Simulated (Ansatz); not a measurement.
Phonons of YbSi in the CrB-type structure

Level of theory: DFT, PBEsol, scalar-relativistic, no spin polarisation; plane waves to 420 eV with PAW datasets (Ansatz 0.2.0), Gaussian smearing of 0.15 eV; PAW files: Ansatz's generated set soft_2.

```xyz
4
Lattice="2.1331 -5.2021 0.0000 2.1331 5.2021 0.0000 0.0000 0.0000 3.7878" Properties=species:S:1:pos:R:3 pbc="T T T"
Yb    2.1331   -3.7344    0.9470
Yb    2.1331    3.7344    2.8409
Si    2.1331   -0.7567    0.9470
Si    2.1331    0.7567    2.8409
```

The structure was built from a prototype; whether the compound forms in it isn't claimed.

Force constants come from finite displacements in a 2×2×2 supercell (the unit cell's 8×8×10 k-mesh, folded to it); the long-range dipole term is not included. Points in reciprocal vectors of this cell: Γ = (0.000, 0.000, 0.000), Y = (-0.500, 0.500, 0.000), C0 = (-0.292, 0.708, 0.000), Σ0 = (0.292, 0.292, 0.000), Z = (0.000, 0.000, 0.500), A0 = (0.292, 0.292, 0.500), E0 = (-0.292, 0.708, 0.500), T = (-0.500, 0.500, 0.500), S = (0.000, 0.500, 0.000), R = (0.000, 0.500, 0.500).

Frequencies at the named points (cm⁻¹, imaginary ones negative):
| point | ω (cm⁻¹) |
| --- | --- |
| Γ | 0 0 0 93 94 104 202 210 233 243 356 377 |
| Y | 47 56 82 83 88 99 189 210 229 243 340 379 |
| C0 | 82 83 86 88 91 109 196 198 237 245 340 373 |
| Σ0 | 82 83 86 88 91 109 196 198 237 245 340 373 |
| Z | 82 82 98 98 101 101 213 213 236 236 340 340 |
| A0 | 81 81 90 90 97 97 210 210 251 251 346 346 |
| E0 | 81 81 90 90 97 97 210 210 251 251 346 346 |
| T | 88 88 100 100 102 102 208 208 234 234 348 348 |
| S | 76 85 89 90 93 105 196 199 237 246 341 373 |
| R | 79 79 90 90 95 95 211 211 252 252 345 345 |

Question: Is the structure dynamically stable along this path, and where does the spectrum end?

Answer: Yes: no branch is imaginary beyond numerical noise. The highest frequency is 379 cm⁻¹, at Y. Points that don't fit the supercell are interpolated.

Question: What does the harmonic approximation give for the vibrational free energy, entropy and heat capacity?

Answer: Zero-point energy 32.8 meV/atom.
| T (K) | F_vib (meV/atom) | S (J/K per mole of atoms) | C_V (J/K per mole of atoms) |
| --- | --- | --- | --- |
| 100 | 27.7 | 12.5 | 15.4 |
| 200 | 7.7 | 25.4 | 21.3 |
| 300 | -23.6 | 34.4 | 23.1 |
| 400 | -63.0 | 41.2 | 23.9 |
| 500 | -108.6 | 46.6 | 24.3 |
| 600 | -159.2 | 51.0 | 24.5 |
| 700 | -214.1 | 54.8 | 24.6 |
| 800 | -272.7 | 58.1 | 24.7 |
| 900 | -334.4 | 61.0 | 24.7 |
| 1000 | -399.0 | 63.6 | 24.8 |

The highest mode, 379 cm⁻¹, is worth 540 K. At 300 K the heat capacity has reached 93 % of the classical limit 3R = 24.9 J/K per mole of atoms.

The crystal is a metal or nearly so; low and unstable modes depend on mesh and smearing.

Cost: 28 min on 4 threads of Arm Neoverse V2 (shared host), peak memory 7.2 GiB.

Without a U the 4f levels of Yb lie too near the Fermi level, so their share of the states there, and what hangs on it, is overstated. Scalar-relativistic only: spin–orbit splittings of the heavy atoms' levels are missing. Spin polarisation wasn't allowed in this run, so with an open shell this may not be the ground state.
